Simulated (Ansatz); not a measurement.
The slice is one period of a {111} plane through atoms; its size isn't given.

These are PBEsol (plane waves to 420 eV, PAW, scalar-relativistic; Ansatz, a first-principles code) values and carry that method's errors. Near the nuclei the fields are pseudised (PAW); where an atom keeps semicore shells as valence, they peak there.

```
|9975200000000002579|
|8763100000000001367|
|5531000000000000135|
|2110000000000000011|
|0000000000000000000|
|0000000000000000000|
|0000000000000000000|
|0000000000000000000|
|0000000000000000000|
|0000000000000000000|
|0000000000000000000|
|0000000012210000000|
|0000000245542000000|
|0000002578875200000|
|0000003689986300000|
|0000014799997410000|
|0000003689986300000|
|0000002578875200000|
|0000000245542000000|
|0000000012210000000|
|0000000000000000000|
|0000000000000000000|
|0000000000000000000|
|0000000000000000000|
|0000000000000000000|
|0000000000000000000|
|0000000000000000000|
|2110000000000000011|
|5531000000000000135|
|8763100000000001367|
|9975200000000002579|
|9986200000000002689|
```
Scale: ten equal steps from -1.28 (start of '0') to 0.98 (end of '9'), in the order '0123456789'. Values: log₁₀ of the valence density in e/Å³. The map has 19 points along u (one character each, u = 0 at the left) and 32 along v (v = 0 in the bottom row). The scale is logarithmic, as a density can span decades between atoms and voids.

```
|xxxxxx%%      --**%%%%**--      @@xxxx|
|xxxxxx--    ..==##%%%%##==..    --xxxx|
|xx%%--      ::++%%@@@@%%++::      --%%|
|          ..==##@@@@@@@@##==..        |
|        ..--**%%@@@@@@@@%%**--..      |
|    ..::==**%%@@@@@@@@@@@@%%**==::..  |
|--==++**##%%%%@@@@@@@@@@@@%%%%##**++==|
|####%%%%%%%%%%%%########%%%%%%%%%%%%##|
|@@@@@@@@%%##**++========++**##%%@@@@@@|
|@@@@@@%%##++--....    ....--++##%%@@@@|
|@@@@@@##++::                ::++##@@@@|
|@@@@%%++::                    ::++%%@@|
|@@@@##--      ..++@@@@**..      --##@@|
|@@%%**::    ..%%xxxxxxxx%%..    ::**%%|
|%%%%++..    --xxxxxxxxxxxx--    ..++%%|
|%%##++..    ++xxxxxxxxxxxx++    ..++##|
|%%%%++..    --xxxxxxxxxxxx--    ..++%%|
|@@%%**::    ..%%xxxxxxxx%%..    ::**%%|
|@@@@##--      ..**@@@@++..      --##@@|
|@@@@%%++::                    ::++%%@@|
|@@@@@@##++::                ::++##@@@@|
|@@@@@@%%##++--....    ....--++##%%@@@@|
|@@@@@@@@%%##**++========++**##%%@@@@@@|
|####%%%%%%%%%%%%########%%%%%%%%%%%%##|
|--==++**##%%%%@@@@@@@@@@@@%%%%##**++==|
|    ..::==**%%@@@@@@@@@@@@%%**==::..  |
|        ..--**%%@@@@@@@@%%**--..      |
|          ..==##@@@@@@@@##==..        |
|xx%%--      ::++%%@@@@%%++::      --%%|
|xxxxxx--    ..==##%%%%##==..    --xxxx|
|xxxxxx@@      --**%%%%**--      %%xxxx|
|xxxxxxxx..    --**%%%%**--    ..xxxxxx|
```
Scale: ten equal steps from 0.02 (start of ' ') to 0.63 (end of '@'), in the order ' .:-=+*#%@'. Values: electron localisation function (ELF). The map has 19 points along u (two characters each, u = 0 at the left) and 32 along v (v = 0 in the bottom row). Points within 0.5 Å of a nucleus are blanked (x), as the pseudised field means little there.

Q: Which relaxed crystal do these maps come from?
(A) Pd (fcc, Cu type)
(B) Cu (fcc, Cu type)
(C) Ag (fcc, Cu type)
(D) Li (fcc, Cu type)

A: D, Li (fcc, Cu type). Atoms on the slice: Li at (0.00, 0.00); Li at (0.50, 0.50)

All were relaxed with their symmetry unable to fall. Cu is run without spin polarisation. Pd is run without spin polarisation. This is one of several known forms of Li; the measured ambient cells at hand have space group No. 229.
